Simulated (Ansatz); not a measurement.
Input and command of a plane-wave DFT calculation in Ansatz:

```yaml
crystal:
  lattice:
    - [1.397149, -2.600516, 0.0]
    - [1.397149, 2.600516, 0.0]
    - [0.0, 0.0, 2.657757535]
  atoms:
    - { symbol: Ge, position: [0.5, 0.5, 0.0] }
basis:
  ecutwfc: 500
kpoints:
  mp_grid: { grid: [20, 20, 18] }
hamiltonian:
  xc: r2scan
scf:
  occupations: { method: gaussian, width: 0.15 }
output:
  forces: true
  stress: true
  eigenvalues: true
```

```bash
ansatz run input.yaml --threads 1 --pin off --max-ram 2560MiB --backend cpu --events-out ev --progress --plain --runs-dir out
```

Processor: Intel(R) Xeon(R) 6975P-C (Granite Rapids), 1 thread, on a host shared with other jobs.

Problem. Estimate time, memory and problem size.

Solution. About 12 s on 1 thread of Intel(R) Xeon(R) 6975P-C (Granite Rapids) (shared host), peak memory 0.64 GiB. It solves 11 bands at 1110 k points (the mesh reduced by symmetry) with about 485 plane waves, in 6 SCF iterations.
